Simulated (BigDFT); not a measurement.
Consider a self-consistent single point of the molecule C₃H₄ClFSi.

SMILES: F[C@@H]1C=C[Si@H]1Cl
```xyz
10

F     -0.5567    -1.9403    -0.9576
C     -0.2919    -1.0752     0.0517
C     -1.2097     0.1662     0.2039
C     -0.3343     1.1818     0.0197
Si     1.1387     0.1016    -0.3180
Cl     2.4053     0.4692     1.2312
H     -0.1287    -1.6200     0.9893
H     -2.2813     0.1915     0.4254
H     -0.4543     2.2616     0.0355
H      1.7128     0.2636    -1.6811
```
Charge 0, spin multiplicity 1.

Computed with PBE, Daubechies wavelet basis, HGH (Krack) norm-conserving potentials made for PBE, isolated boundary conditions run with BigDFT.

BigDFT settings:

```
setting                            value
-------------------  -------------------
basis                Daubechies wavelets
dft.hgrids                    0.324 bohr
dft.rmult                            5 8
dft.ixc                              PBE
potentials            built-in HGH-K PBE
boundary_conditions                 free
dft.gnrm_cv                        1e-04
dft.itermax                           80
dft.idsx                               6
dft.nrepmax                            3
```

Results:

- Number of valence electrons = 34
- Number of orbitals = 17
- Size of the basis = 211997
- Number of SCF iterations = 15
- Grid steps along x, y, z = 70 × 67 × 60
- Total energy = -1702.7116 eV
- Largest force (vector length) = 2.098 eV/Å
- Dipole moment = 0.88 D
- Highest occupied level = -6.63 eV

Forces (eV/Å):
```csv
atom,Fx,Fy,Fz
F1,-1.048,-1.279,-1.292
C2,0.279,0.509,1.314
C3,1.248,-0.284,-0.494
C4,0.004,0.532,-0.526
Si5,-0.931,1.408,0.170
Cl6,0.821,-0.172,0.186
H7,-0.270,-0.309,0.235
H8,0.060,-0.169,0.009
H9,-0.474,0.112,0.269
H10,0.311,-0.349,0.128
```

The grid can part forces that symmetry would make equal. Forces above 1 eV/Å remain at this geometry. The geometry comes from a cheaper method or was typed, in some cases with atoms then moved at random; it is not relaxed at this level, and the species need not be a known compound.

Cost on one core: very roughly 2.4 core-minutes.
